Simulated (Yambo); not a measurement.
Quantum ESPRESSO input (LDA, PseudoDojo standard norm-conserving files, scalar-relativistic) whose wavefunctions are converted with p2y:

```
&CONTROL
  calculation = 'nscf'
  pseudo_dir = './pseudo'
  outdir = './out'
/
&SYSTEM
  ibrav = 0
  nat = 10
  ntyp = 4
  ecutwfc = 88.0
  ecutrho = 352.0
  occupations = 'fixed'
  force_symmorphic = .true.
  nbnd = 324
/
&ELECTRONS
  conv_thr = 1e-08
  diago_full_acc = .true.
  diago_thr_init = 1e-08
/
ATOMIC_SPECIES
F 18.9984 F.upf
Na 22.9898 Na.upf
Sc 44.9559 Sc.upf
Tl 204.3800 Tl.upf
CELL_PARAMETERS angstrom
  0.000000000000   4.375720000000   4.375720000000
  4.375720000000   0.000000000000   4.375720000000
  4.375720000000   4.375720000000   0.000000000000
ATOMIC_POSITIONS crystal
F   0.766860000000   0.233140000000   0.233140000000
F   0.233140000000   0.766860000000   0.766860000000
F   0.233140000000   0.766860000000   0.233140000000
F   0.766860000000   0.233140000000   0.766860000000
F   0.233140000000   0.233140000000   0.766860000000
F   0.766860000000   0.766860000000   0.233140000000
Na   0.500000000000   0.500000000000   0.500000000000
Sc   0.000000000000   0.000000000000   0.000000000000
Tl   0.250000000000   0.250000000000   0.250000000000
Tl   0.750000000000   0.750000000000   0.750000000000
K_POINTS automatic
1 1 1 0 0 0
```

Yambo's initialisation report on symmetry, reciprocal space, the k grid and the gaps on this mesh:

```
  [02.02] Symmetries
  ==================

  Inversion symmetry    : yes
  Spatial inversion     : yes
  Inversion index       :  25
  K-space Time-reversal : no
  Magnetic symmetries   : no
  Group table correct   : yes
  Symmetries units      :  [cc]

  [02.03] Reciprocal space
  ========================

  nG shells         :   815
  nG charge         :  126165
  nG WFs            :  15665
  nC WFs            :  15665
  G-vecs. in first 80 shells:  [ Number ]
     1    9   15   27   51   59   65   89  113
    137   169   181   229   259   283   307   331   339
    387   411   459   531   537   561   609   645   701
    725   749   821   869   893   941   965  1037  1067
   1139  1211  1243  1291  1363  1411  1459  1471  1591
   1639  1687  1759  1807  1837  1893  1917  1989  2085
   2109  2133  2229  2277  2397  2421  2445  2565  2637
   2685  2733  2741  2837  2891  2975  3071  3119  3143
    3215   3287   3383   3479   3527   3647   3695   3719
  ...
  Shell energy in first 80 shells:  [ mHa ]
    0.00000      216.518      288.691      577.382      793.900      866.072      1154.76      1371.28      1443.45
    1732.14      1948.66      2309.53      2526.04      2598.22      2886.91      3103.43      3175.60      3464.29
    3680.81      3752.98      4041.67      4258.19      4619.05      4835.57      4907.74      5196.43      5412.95
    5485.13      5773.82      5990.33      6062.51      6351.20      6567.72      6928.58      7145.10      7217.27
    7505.96      7722.48      7794.65      8299.86      8372.03      8660.72      8877.24      9238.11      9454.62
    9526.80      9815.49      10032.0      10104.2      10392.9      10609.4      10681.6      10970.3      11186.8
    11547.6      11764.2      11836.3      12125.0      12341.5      12413.7      12702.4      12918.9      12991.1
    13279.8      13496.3      13857.2      14073.7      14145.8      14434.5      14651.1      14723.2      15011.9
    15228.4      15300.6      15589.3      15805.8      16166.7      16383.2      16455.4      16744.1
  ...

  [02.04] K-grid lattice
  ======================

  Compatible Grid is   : 0D
  K lattice UC volume  :  0.219364 [a.u.]

  IBZ K-points                                      :  1
  BZ  K-points                                      :  1

  K/Q-points units:
  rlu = crystal or reduced units; cc = cartesian coordinates; iku = interal k-units

  K [1]          [rlu]:  0.000000  0.000000  0.000000
         WF components:  15665

  [02.05] Energies & Occupations
  ==============================

  [X] === General ===
  [X] Electronic Temperature                        :  0.000000  0.000000 [eV K]
  [X] Bosonic    Temperature                        :  0.000000  0.000000 [eV K]
  [X] Finite Temperature mode                       : no
  [X] El. density                                   :  0.52518E+24 [cm-3]
  [X] Fermi Level                                   :  1.991796 [eV]

  [X] === Gaps and Widths ===
  [X] Conduction Band Min                           :  6.962555 [eV]
  [X] Valence Band Max                              :  0.000000 [eV]
  [X] Filled Bands                                  :   44
  [X] Empty Bands                                   :    45   324
  [X] Direct Gap                                    :  6.962555 [eV]
  [X] Direct Gap localized at k                     :  1
```
The gaps are LDA values on this mesh alone; only operations without fractional translations are kept.

Spin-orbit coupling is not included.

Geometry of the Materials Project entry, not relaxed at this level.
